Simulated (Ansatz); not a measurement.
InGa₃P₄ as one 8-atom ordering (I-42m) on the zincblende lattice, relaxed with r2SCAN. It is tetragonal, I-42m (No. 121); conventional cell a = 5.567 Å, c = 11.111 Å, 21.52 Å³ an atom. Around Ga lie 4 P at 2.38 Å; around P lie 3 Ga at 2.36–2.38 Å and 1 In at 2.53 Å; around Ga lie 4 P at 2.36 Å; around In lie 4 P at 2.53 Å.

4 runs of the plane-wave code Ansatz on this cell differ in the functional (and in the settings that go with it). Levels are in eV from each run's valence top; v1 is the last filled band, c1 the first empty one.

Run A, mean stress +2.2 GPa (compression positive):
```tsv
point	v5	v3	v1	c1	c2	c3
Γ	-2.54	-0.06	0.00	1.35	1.69	1.96
X	-1.25	-1.08	-0.86	1.43	1.73	2.79
P	-2.13	-1.26	-0.91	2.32	2.32	2.62
N	-2.35	-1.91	-1.15	3.07	3.39	3.40
M	-2.40	-1.82	-1.36	1.72	1.72	1.82
S	-2.74	-1.98	-0.98	1.92	3.02	3.23
```

Run B, mean stress +0.1 GPa (compression positive):
```tsv
point	v5	v3	v1	c1	c2	c3
Γ	-2.82	-0.05	0.00	2.85	2.96	3.37
X	-1.38	-1.19	-0.97	2.87	3.19	4.31
P	-2.32	-1.39	-1.01	3.80	3.80	4.13
N	-2.59	-2.10	-1.27	4.60	4.88	4.92
M	-2.66	-2.01	-1.51	2.99	2.99	3.21
S	-3.02	-2.20	-1.08	3.26	4.49	4.80
```

Run C, mean stress +0.4 GPa (compression positive):
```tsv
point	v5	v3	v1	c1	c2	c3
Γ	-2.77	-0.05	0.00	2.22	2.31	2.71
X	-1.36	-1.17	-0.94	2.23	2.54	3.65
P	-2.27	-1.37	-0.99	3.15	3.15	3.47
N	-2.54	-2.05	-1.24	3.93	4.21	4.24
M	-2.62	-1.97	-1.47	2.34	2.34	2.55
S	-2.95	-2.16	-1.06	2.62	3.81	4.12
```

Run D, mean stress 0.0 GPa (compression positive):
```tsv
point	v5	v3	v1	c1	c2	c3
Γ	-2.65	-0.05	0.00	1.80	1.94	2.28
X	-1.32	-1.12	-0.90	1.78	2.11	3.12
P	-2.18	-1.32	-0.95	2.66	2.66	3.01
N	-2.43	-1.97	-1.20	3.39	3.69	3.73
M	-2.49	-1.90	-1.41	1.97	1.97	2.10
S	-2.83	-2.07	-1.02	2.18	3.35	3.58
```

Task: Match the runs to PBE, r2SCAN, HSE06, PBE0.

Result: A is PBE, B is PBE0, C is HSE06, D is r2SCAN. In order of the gap: PBE 1.35, r2SCAN 1.78, HSE06 2.22, PBE0 2.85 eV.

(Calculated; spin-unpolarised; the phase may be known or hypothetical.)

No spin-orbit coupling is included; it can move band edges with weight on the heavy atoms by tenths of an eV.

The stress of a hybrid is loosely converged in these runs.
